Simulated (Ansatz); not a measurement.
## FeSi, one structure, two calculations

Cell: an entry of the Crystallography Open Database (COD) whose atoms were relaxed with PBE, the cell held.

Space group P2_13 (No. 198); a = 4.4670 Å.

| site | Wyckoff | site symmetry | x | y | z |
| --- | --- | --- | --- | --- | --- |
| Fe | 4a | .3. | 0.1355 | 0.1355 | 0.1355 |
| Si | 4a | .3. | 0.8407 | 0.8407 | 0.8407 |

One atom of each set is listed.

First run. The numbers come from a DFT calculation in Ansatz (PBE, plane waves and PAW, scalar-relativistic, collinear spin, 420 eV cutoff, Γ-centred 10×10×10 k-points, Fermi–Dirac smearing 0.05 eV). Start moments as typed (μB): 3 on each Fe, none on the rest.

| site | V_zz (10²¹ V/m²) | η |
| --- | --- | --- |
| Fe | 5.30 | 0.00 |
| Si | -3.25 | 0.00 |

Second run. The same atoms and settings, except that the functional is LDA.

(1) Given the first result, estimate the second.

Answers

(1) 

```csv
site,V_zz,η,change of V_zz
Fe,4.99,0.00,-0.31
Si,-3.36,0.00,-0.11
```

The largest change of V_zz is on Fe, from 5.30 to 4.99. In per cent, |V_zz| changes by -6 on Fe, +3 on Si (all sites that start above 0.5).

The start moments die out, and the run ends without spin.
For the first run: With a gap of 0.17 eV under a smearing of 0.05 eV the band edges are partly filled, so small gradients can hang on the smearing and the k-mesh. With these PAW files V_zz is typically within 2 to 3 % of all-electron values, but misses above 10 % occur on Fe.
For the second run: At this cell the LDA pressure is -15 GPa, so with LDA the cell would shrink if it were relaxed. With a gap of 0.13 eV under a smearing of 0.05 eV the band edges are partly filled, so small gradients can hang on the smearing and the k-mesh.
